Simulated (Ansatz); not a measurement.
BeTe (zinc blende, F-43m), the program Ansatz at the PBEsol level (PAW). The conduction-band minimum lies at X, with 3 equivalent valleys. Second derivatives d²E/dk² of the lowest band at one valley (eV·Å²), along Cartesian directions:

| direction | d²E/dk² |
|---|---|
| [100] | 5.392 |
| [010] | 30.73 |
| [001] | 30.73 |
| [110] | 18.07 |
| [101] | 18.07 |
| [011] | 30.65 |

Question: Find the principal effective masses, the density-of-states mass and the conductivity mass.

Answer: Off-diagonal terms follow from H_xy = H[110] − (H_xx + H_yy)/2, and m*/mₑ = 7.620 eV·Å² over each eigenvalue: 0.25, 0.25, 1.4. One valley's DOS mass (m₁m₂m₃)^(1/3) = 0.44, conductivity mass 3/(Σ 1/mᵢ) = 0.34 mₑ.

Question: What effective density of states Nc follows at 300 K for parabolic valleys?

Answer: Nc = 2.509e19 × 3 × (0.44)^(3/2) ≈ 2.2e19 cm⁻³.

The cell was relaxed with PBEsol under the symmetry of its start. Spin–orbit coupling is left out wherever it is not named.

Potentials: the later of the program's two PAW sets.

Edges and masses are those of Kohn–Sham bands, whose gap is no quasiparticle gap.
